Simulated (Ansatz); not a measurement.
ZnS (wurtzite)

```xyz
4
Lattice="3.7822 0.0000 0.0000 -1.8911 3.2754 0.0000 0.0000 0.0000 6.2077" Properties=species:S:1:pos:R:3 pbc="T T T"
Zn     1.8911     1.0918     6.2056
Zn     0.0000     2.1836     3.1018
S      1.8911     1.0918     3.8830
S      0.0000     2.1836     0.7792
```

The slice is a (-1 1 0 2) plane (indices of the conventional cell) through the point (0.667, 0.333, 0.625) (fractional), spanned by u = [110] and v = [1 -1 1] in vectors of this cell: u (3.78 Å) and v (9.02 Å, at 90° to u). It covers one period; positions are fractions (u, v).

These are PBEsol (plane waves to 420 eV, PAW, scalar-relativistic; Ansatz, a program for electronic structure) values and carry that method's errors. k mesh 10×10×6. Near the nuclei the fields are pseudised (PAW); where an atom keeps semicore shells as valence, they peak there. ZnS was relaxed with its symmetry unable to fall.

**Question.** Predict the map of the electrostatic potential energy of an electron, from the cell's mean on the slice.

**Answer.** 
```
|xxxx*###*xxx|
|xxx=%%%%%=xx|
|x =#@@@@@#= |
|-=*%@@@@@%*=|
|:-+#%@@@%#+-|
|x =*%@@@%*= |
|xx-*%@@@%*-x|
| :=#%@@@%#=:|
| :+#@@@@@#+:|
|xx-#@@@@@#-x|
|xxx*%%%%%*xx|
|xxx+#***#+xx|
|xx:+=: :=+:x|
|-=+= xxx =+=|
|##*-xxxxx-*#|
|@%#-xxxxx-#%|
|@@#=xxxxx=#@|
|@@%*-xxx-*%@|
|@@@%*+=+*%@@|
|@@@@%%#%%@@@|
|@@@@@@@@@@@@|
|@@@@@@@@@@@@|
|%@@@@@@@@@@@|
|*#%@@@@@@@%#|
|x =#%%%%%#= |
|xxx=#####=xx|
|xxxx*****xxx|
|xxxx+#*#+xxx|
```
Scale: ten equal steps from -1.00 (start of ' ') to 7.43 (end of '@'), in the order ' .:-=+*#%@'. Values: electrostatic potential energy of an electron, from the cell's mean, in eV. The map has 12 points along u (one character each, u = 0 at the left) and 28 along v (v = 0 in the bottom row). Points within 1 Å of a nucleus are blanked (x), as the pseudised field means little there. Values under -1 eV are set to -1. The zero, the cell's mean, hangs on the PAW cores.
